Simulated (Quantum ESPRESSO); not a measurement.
## GeSiAlFO5 (one run as intended and one with a planted mistake)

A calculation, not a measurement. The program is pw.x of Quantum ESPRESSO 7.5 (plane-wave density functional theory). The cell is made up: 9 atoms on a corundum lattice with one site empty, with randomly drawn elements, strain and displacements, not relaxed. PseudoDojo standard norm-conserving files (v0.5 for PBE, v0.4.1 for LDA and PBEsol) set the functional; there is no spin polarisation, spin-orbit coupling or dispersion term, and the masses in the input are unused placeholders.

Intended input:

```
&control calculation='scf', pseudo_dir='./dojo.nc.sr.pbe.v0_5.standard.upf', outdir='./o', disk_io='medium', tprnfor=.true., tstress=.true. /
&system ibrav=0, nat=9, ntyp=5, nbnd=35, ecutwfc=84.00895049, nosym=.true., tot_charge=0,
 occupations='smearing', smearing='fd', degauss=0.0018374661
/
&electrons conv_thr=7.350e-09, electron_maxstep=60, /
ATOMIC_SPECIES
Al 1.0 Al.upf
F 1.0 F.upf
Ge 1.0 Ge.upf
O 1.0 O.upf
Si 1.0 Si.upf
CELL_PARAMETERS angstrom
2.3222 1.3457 4.2756
-2.3885 1.3999 4.2949
0.0138 -2.6775 4.2636
ATOMIC_POSITIONS angstrom
Ge 0.0131 -0.0171 1.9066
Si 0.012 -0.0113 8.3106
Al -0.0116 0.0864 10.977
F -1.0241 1.303 7.4658
O -0.7121 -1.3892 7.4535
O 1.5835 0.0887 7.4822
O 0.9561 -1.2765 5.3149
O 0.6889 1.4819 5.3725
O -1.677 -0.0758 5.3826
K_POINTS automatic
6 6 6 1 1 1
```

The log is shortened where brackets say so; the opening notice, blank lines, dates and the lines on written files are dropped, and the path of the files is cut. It prints rydbergs, bohrs and kilobars, and counts compression as positive stress. Where no state is partly filled, the Fermi energy that it prints is only some level between the filled and the empty states on the mesh, and need not lie in the true gap.

Log of the intended run:

```
     Program PWSCF v.7.5
     Parallel version (MPI & OpenMP), running on       1 processor cores
     Number of MPI processes:                 1
     Threads/MPI process:                     1
     [start-up lines left out]
     bravais-lattice index     =            0
     lattice parameter (alat)  =       9.5397  a.u.
     unit-cell volume          =     550.7267 (a.u.)^3
     number of atoms/cell      =            9
     number of atomic types    =            5
     number of electrons       =        58.00
     number of Kohn-Sham states=           35
     kinetic-energy cutoff     =      84.0090  Ry
     charge density cutoff     =     336.0358  Ry
     scf convergence threshold =      7.3E-09
     mixing beta               =       0.7000
     number of iterations used =            8  plain     mixing
     Exchange-correlation= PBE
                           (   1   4   3   4   0   0   0)
     [axes and pseudopotential details left out]
   Cartesian axes
     site n.     atom                  positions (alat units)
         1        Ge     tau(   1) = (   0.0025950  -0.0033873   0.3776795  )
         2        Si     tau(   2) = (   0.0023771  -0.0022384   1.6462517  )
         3        Al     tau(   3) = (  -0.0022979   0.0171150   2.1744404  )
         4        F      tau(   4) = (  -0.2028646   0.2581120   1.4789047  )
         5        O      tau(   5) = (  -0.1410603  -0.2751874   1.4764682  )
         6        O      tau(   6) = (   0.3136764   0.0175706   1.4821534  )
         7        O      tau(   7) = (   0.1893944  -0.2528626   1.0528317  )
         8        O      tau(   8) = (   0.1364646   0.2935504   1.0642417  )
         9        O      tau(   9) = (  -0.3321979  -0.0150153   1.0662424  )
     number of k points=   108  Fermi-Dirac smearing, width (Ry)=  0.0018
     Number of k-points >= 100: set verbosity='high' to print them.
     Dense  grid:    57285 G-vectors     FFT dimensions: (  60,  60,  60)
     Estimated max dynamical RAM per process >      86.84 MB
     Initial potential from superposition of free atoms
     starting charge      57.9961, renormalised to      58.0000
     Starting wfcs are   41 randomized atomic wfcs
     total cpu time spent up to now is       24.5 secs
     per-process dynamical memory:    73.7 Mb
     Self-consistent Calculation
     iteration #  1     ecut=    84.01 Ry     beta= 0.70
     Davidson diagonalization with overlap
     ethr =  1.00E-02,  avg # of iterations =  2.9
     total cpu time spent up to now is       88.8 secs
     total energy              =    -405.92185510 Ry
     estimated scf accuracy    <       1.98911905 Ry
     iteration #  2     ecut=    84.01 Ry     beta= 0.70
     Davidson diagonalization with overlap
     ethr =  3.43E-03,  avg # of iterations =  2.1
     total cpu time spent up to now is      154.7 secs
     total energy              =    -406.47515739 Ry
     estimated scf accuracy    <       1.60521140 Ry
     [iterations 3 to 10 left out]
     iteration # 11     ecut=    84.01 Ry     beta= 0.70
     Davidson diagonalization with overlap
     ethr =  3.66E-11,  avg # of iterations =  3.8
     total cpu time spent up to now is      612.5 secs
     total energy              =    -406.78420302 Ry
     estimated scf accuracy    <       0.00000001 Ry
     iteration # 12     ecut=    84.01 Ry     beta= 0.70
     Davidson diagonalization with overlap
     ethr =  2.12E-11,  avg # of iterations =  2.0
     total cpu time spent up to now is      651.4 secs
     End of self-consistent calculation
     Number of k-points >= 100: set verbosity='high' to print the bands.
     the Fermi energy is    10.1476 ev
!    total energy              =    -406.78420302 Ry
     estimated scf accuracy    <          2.2E-09 Ry
     smearing contrib. (-TS)   =       0.00000000 Ry
     internal energy E=F+TS    =    -406.78420302 Ry
     The total energy is F=E-TS. E is the sum of the following terms:
     one-electron contribution =    -142.87208232 Ry
     hartree contribution      =     114.70849919 Ry
     xc contribution           =    -102.70082475 Ry
     ewald contribution        =    -275.91979514 Ry
     convergence has been achieved in  12 iterations
     Forces acting on atoms (cartesian axes, Ry/au):
     atom    1 type  3   force =    -0.12302997    0.05361244   -0.15038760
     atom    2 type  5   force =     0.05030145   -0.09665943    0.16764673
     atom    3 type  1   force =     0.01353257    0.00912907   -0.10829400
     atom    4 type  2   force =     0.12160561    0.00860651    0.06081464
     atom    5 type  4   force =     0.01968706    0.07606150    0.02981680
     atom    6 type  4   force =    -0.08436999   -0.01410542    0.02551963
     atom    7 type  4   force =     0.03574338   -0.08668435    0.01557155
     atom    8 type  4   force =    -0.01527721    0.05230129   -0.00327908
     atom    9 type  4   force =    -0.01819290   -0.00226160   -0.03740868
     Total force =     0.374086     Total SCF correction =     0.000061
     Computing stress (Cartesian axis) and pressure
          total   stress  (Ry/bohr**3)                   (kbar)     P=       51.59
   0.00055035   0.00008107   0.00072752           80.96       11.93      107.02
   0.00008107   0.00061082  -0.00029065           11.93       89.85      -42.76
   0.00072752  -0.00029065  -0.00010900          107.02      -42.76      -16.03
     init_run     :     23.73s CPU     24.34s WALL (       1 calls)
     electrons    :    608.85s CPU    626.89s WALL (       1 calls)
     forces       :      6.85s CPU      6.95s WALL (       1 calls)
     stress       :     32.20s CPU     32.83s WALL (       1 calls)
     [timing details left out]
     PWSCF        :  11m11.95s CPU  11m31.70s WALL
     JOB DONE.
```

A second run has one planted mistake: the plane-wave cutoff is too low. The input lines that differ, file-writing options aside:

```
- &system ibrav=0, nat=9, ntyp=5, nbnd=35, ecutwfc=84.00895049, nosym=.true., tot_charge=0,
+ &system ibrav=0, nat=9, ntyp=5, nbnd=35, ecutwfc=45.56915950, nosym=.true., tot_charge=0,
```

Its log:

```
     Program PWSCF v.7.5
     Parallel version (MPI & OpenMP), running on       1 processor cores
     Number of MPI processes:                 1
     Threads/MPI process:                     1
     [start-up lines left out]
     bravais-lattice index     =            0
     lattice parameter (alat)  =       9.5397  a.u.
     unit-cell volume          =     550.7267 (a.u.)^3
     number of atoms/cell      =            9
     number of atomic types    =            5
     number of electrons       =        58.00
     number of Kohn-Sham states=           35
     kinetic-energy cutoff     =      45.5692  Ry
     charge density cutoff     =     182.2766  Ry
     scf convergence threshold =      7.3E-09
     mixing beta               =       0.7000
     number of iterations used =            8  plain     mixing
     Exchange-correlation= PBE
                           (   1   4   3   4   0   0   0)
     [axes and pseudopotential details left out]
   Cartesian axes
     site n.     atom                  positions (alat units)
         1        Ge     tau(   1) = (   0.0025950  -0.0033873   0.3776795  )
         2        Si     tau(   2) = (   0.0023771  -0.0022384   1.6462517  )
         3        Al     tau(   3) = (  -0.0022979   0.0171150   2.1744404  )
         4        F      tau(   4) = (  -0.2028646   0.2581120   1.4789047  )
         5        O      tau(   5) = (  -0.1410603  -0.2751874   1.4764682  )
         6        O      tau(   6) = (   0.3136764   0.0175706   1.4821534  )
         7        O      tau(   7) = (   0.1893944  -0.2528626   1.0528317  )
         8        O      tau(   8) = (   0.1364646   0.2935504   1.0642417  )
         9        O      tau(   9) = (  -0.3321979  -0.0150153   1.0662424  )
     number of k points=   108  Fermi-Dirac smearing, width (Ry)=  0.0018
     Number of k-points >= 100: set verbosity='high' to print them.
     Dense  grid:    22897 G-vectors     FFT dimensions: (  45,  45,  45)
     Estimated max dynamical RAM per process >      37.69 MB
     Check: negative core charge=   -0.000265
     Initial potential from superposition of free atoms
     starting charge      57.9961, renormalised to      58.0000
     negative rho (up, down):  2.123E-05 0.000E+00
     Starting wfcs are   41 randomized atomic wfcs
     total cpu time spent up to now is       13.8 secs
     per-process dynamical memory:    28.5 Mb
     Self-consistent Calculation
     iteration #  1     ecut=    45.57 Ry     beta= 0.70
     Davidson diagonalization with overlap
     ethr =  1.00E-02,  avg # of iterations =  3.0
     negative rho (up, down):  2.693E-06 0.000E+00
     total cpu time spent up to now is       41.7 secs
     total energy              =    -404.48804821 Ry
     estimated scf accuracy    <       1.80281132 Ry
     iteration #  2     ecut=    45.57 Ry     beta= 0.70
     Davidson diagonalization with overlap
     ethr =  3.11E-03,  avg # of iterations =  2.1
     total cpu time spent up to now is       65.1 secs
     total energy              =    -404.94762138 Ry
     estimated scf accuracy    <       1.33686207 Ry
     [iterations 3 to 10 left out]
     iteration # 11     ecut=    45.57 Ry     beta= 0.70
     Davidson diagonalization with overlap
     ethr =  4.46E-11,  avg # of iterations =  2.8
     total cpu time spent up to now is      312.0 secs
     total energy              =    -405.22072823 Ry
     estimated scf accuracy    <          7.6E-09 Ry
     iteration # 12     ecut=    45.57 Ry     beta= 0.70
     Davidson diagonalization with overlap
     ethr =  1.31E-11,  avg # of iterations =  2.0
     total cpu time spent up to now is      337.3 secs
     End of self-consistent calculation
     Number of k-points >= 100: set verbosity='high' to print the bands.
     the Fermi energy is    10.0900 ev
!    total energy              =    -405.22072823 Ry
     estimated scf accuracy    <          6.4E-10 Ry
     smearing contrib. (-TS)   =       0.00000000 Ry
     internal energy E=F+TS    =    -405.22072823 Ry
     The total energy is F=E-TS. E is the sum of the following terms:
     one-electron contribution =    -139.70613233 Ry
     hartree contribution      =     112.41392159 Ry
     xc contribution           =    -102.00872234 Ry
     ewald contribution        =    -275.91979515 Ry
     convergence has been achieved in  12 iterations
     Forces acting on atoms (cartesian axes, Ry/au):
     atom    1 type  3   force =    -0.13056520    0.06652315   -0.13970571
     atom    2 type  5   force =     0.04939720   -0.09578272    0.16544291
     atom    3 type  1   force =     0.01238913    0.00783908   -0.10855450
     atom    4 type  2   force =     0.12937081    0.00920067    0.07315691
     atom    5 type  4   force =     0.01910409    0.06986570    0.02864851
     atom    6 type  4   force =    -0.07793770   -0.00925556    0.02398116
     atom    7 type  4   force =     0.03460614   -0.08394685    0.01285439
     atom    8 type  4   force =    -0.02375778    0.04853130   -0.00833379
     atom    9 type  4   force =    -0.01260669   -0.01297477   -0.04748989
     Total force =     0.375409     Total SCF correction =     0.000054
     Computing stress (Cartesian axis) and pressure
          total   stress  (Ry/bohr**3)                   (kbar)     P=    -2048.50
  -0.01367708   0.00005606   0.00076888        -2011.97        8.25      113.11
   0.00005606  -0.01368139  -0.00031322            8.25    -2012.60      -46.08
   0.00076888  -0.00031322  -0.01441787          113.11      -46.08    -2120.94
     init_run     :     11.91s CPU     13.72s WALL (       1 calls)
     electrons    :    310.19s CPU    323.44s WALL (       1 calls)
     forces       :      2.82s CPU      2.87s WALL (       1 calls)
     stress       :      9.45s CPU      9.50s WALL (       1 calls)
     [timing details left out]
     PWSCF        :   5m34.62s CPU   5m50.07s WALL
     JOB DONE.
```

|  | intended run | run with the mistake |
| --- | --- | --- |
| free energy (eV) | -5534.581 | -5513.309 |
| smearing term -TS (eV) | 0.0000 | 0.0000 |
| pressure (GPa) | 5.16 | -204.85 |
| largest force component (eV/Å) | 4.310 | 4.254 |
| largest change of a force component (eV/Å) |  | 0.332 |
| iterations | 12 | 12 |

For scale, a rerun of the intended cell at a cutoff of 1437 eV and k mesh 8 x 8 x 8 moved values by no more than 0.003 eV in energy, 0.04 GPa in stress and 0.002 eV/Å in force.